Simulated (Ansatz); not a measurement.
TaN (space group P-62m)

```xyz
6
Lattice="5.1788 0.0000 0.0000 -2.5894 4.4850 0.0000 0.0000 0.0000 2.8961" Properties=species:S:1:pos:R:3 pbc="T T T"
Ta     0.0000     0.0000     0.0000
Ta     0.0000     2.9900     1.4481
Ta     2.5894     1.4950     1.4481
N      2.0373     0.0000     0.0000
N      1.5708     2.7207     0.0000
N     -1.0186     1.7643     0.0000
```

Grid over V/V₀ and (c/a)/(c/a)₀, subscript 0 meaning the relaxed cell; the conventional c axis lies along z; no internal relaxation.

All values below come from PBEsol (plane waves to 420 eV, PAW, scalar-relativistic; Ansatz, a program for electronic structure). k mesh 11×11×16 (Γ-centred), Fermi-Dirac smearing 0.05 eV. Compression counts positive. As the atoms are clamped, bonds stretch with the cell, which overstates energies and stresses. With partly filled bands, the response to shear is sensitive to the k mesh, so small differences along c/a are uncertain. Spin-orbit coupling is left out, though Ta is heavy. TaN is run without spin polarisation. TaN was relaxed with its symmetry unable to fall.

At one point of the scan the stress tensor (GPa) is:

```
  -11.8      0.0      0.0
    0.0    -11.8      0.0
    0.0      0.0    -12.6
```

Question: Which point is it?
A) V/V₀ = 1.000, (c/a)/(c/a)₀ = 1.060
B) V/V₀ = 1.040, (c/a)/(c/a)₀ = 0.940
C) V/V₀ = 1.040, (c/a)/(c/a)₀ = 1.000
D) V/V₀ = 1.040, (c/a)/(c/a)₀ = 1.120

Answer: C, V/V₀ = 1.040, (c/a)/(c/a)₀ = 1.000

(A scan under strain: stresses follow from slopes of the energy per volume, elastic moduli from its curvatures.)
